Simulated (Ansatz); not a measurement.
NbP (I4_1md), relaxed with LDA (Ansatz, a quantum-chemistry and plane-wave program, plane waves, PAW): a = 3.304 Å, b = 3.304 Å, c = 11.230 Å, α = 90.00°, β = 90.00°, γ = 90.00°.

```
Quantity              Value
--------------------  -----
ΔH_f (eV/atom)        -1.12
B₀ by P(V) fit (GPa)    208
```

The same phase is relaxed and computed with PBE in the same code. What are the cell and these values now?

a = b = 3.3470 Å, c = 11.4277 Å, α = β = γ = 90.00°.

- ΔH_f (eV/atom) = -1.04
- B₀ by P(V) fit (GPa) = 186

All cells were relaxed under the symmetry of their starts (and spin orders); stability against distortions was not tested throughout. Rows with no word on spin ran without spin polarisation. Spin–orbit coupling is left out wherever it is not named.

Potentials: the later of the program's two PAW sets.

Ansatz is a plane-wave DFT program.

Formation energies count from the lowest solids of the elements computed at the same level, not from gases.
